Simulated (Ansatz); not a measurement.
Consider the following.

Be₂C:
```xyz
3
Lattice="0.0000 2.1550 2.1550 2.1550 0.0000 2.1550 2.1550 2.1550 0.0000" Properties=species:S:1:pos:R:3 pbc="T T T"
Be     3.2325     3.2325     3.2325
Be     1.0775     1.0775     1.0775
C      0.0000     0.0000     0.0000
```

This is the PBEsol-relaxed structure.

All from PBEsol in the plane-wave PAW code Ansatz, unless another level is named. Estimate the bulk modulus (Birch–Murnaghan fit).

2060 kbar.

Give the elastic constants (relaxed ions, GPa).

C11 = 581, C12 = 18.5, C44 = 212.

Space group Fm-3m (fluorite or antifluorite type). Symmetry was held in the PBEsol relaxation.

Potentials: the earlier of the program's two PAW sets. The files were generated under PBE; for other functionals the program regenerates the frozen cores, and for LDA and PBEsol the local potential too.
